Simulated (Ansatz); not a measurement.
**GaN: from a starting cell to a relaxed one**

The start is a generated cell, GaN placed in the wurtzite structure type. The cell and all atomic positions are relaxed at zero pressure with PBE (plane waves to 420 eV, PAW, scalar-relativistic; Ansatz, a program for electronic structure). The first steps use a coarse 8×8×5 k-mesh.

Initial structure:
```
CELL_PARAMETERS angstrom
      3.19751     0.00000     0.00000
     -1.59876     2.76913     0.00000
      0.00000     0.00000     5.23679
ATOMIC_POSITIONS crystal
  Ga 0.66667 0.33333 0.00000
  Ga 0.33333 0.66667 0.50000
  N  0.66667 0.33333 0.62520
  N  0.33333 0.66667 0.12520
```

| Property | Value |
|---|---|
| Initial pressure | +2.6 GPa (positive: the cell is compressed) |
| Outcome | The space group stays P6₃mc (No. 186) (the run could not lower it); the end is wurtzite type, with 4 atoms in the primitive cell |
| Energy released | 2 meV/atom |
| Volume change | +1.5 %, from 11.59 to 11.76 Å³/atom |
| Shortest distances (start → end) | The closest pairs of elements (up to four, under 3.6 Å), start → end: Ga–N 1.96 → 1.97 Å; Ga–Ga 3.20 → 3.21 Å; N–N 3.20 → 3.21 Å |
| Optimiser moves | 5 |

Final structure:

```cif
data_Ga2N2
_chemical_formula_sum 'Ga2 N2'
_space_group_name_H-M_alt 'P63mc'
_space_group_IT_number 186
_space_group_name_Hall 'P 6c -2c'
_cell_length_a 3.21862
_cell_length_b 3.21862
_cell_length_c 5.24340
_cell_angle_alpha 90.000
_cell_angle_beta 90.000
_cell_angle_gamma 120.000
loop_
_atom_site_label
_atom_site_type_symbol
_atom_site_symmetry_multiplicity
_atom_site_Wyckoff_symbol
_atom_site_fract_x
_atom_site_fract_y
_atom_site_fract_z
_atom_site_occupancy
Ga1 Ga 2 b 0.66667 0.33333 0.00097 1
N1 N 2 b 0.33333 0.66667 0.12423 1
```

Final values are on a 12×12×6 k-mesh of the relaxed cell. No spin polarisation in the result.

The run could not lose the symmetry of its start.
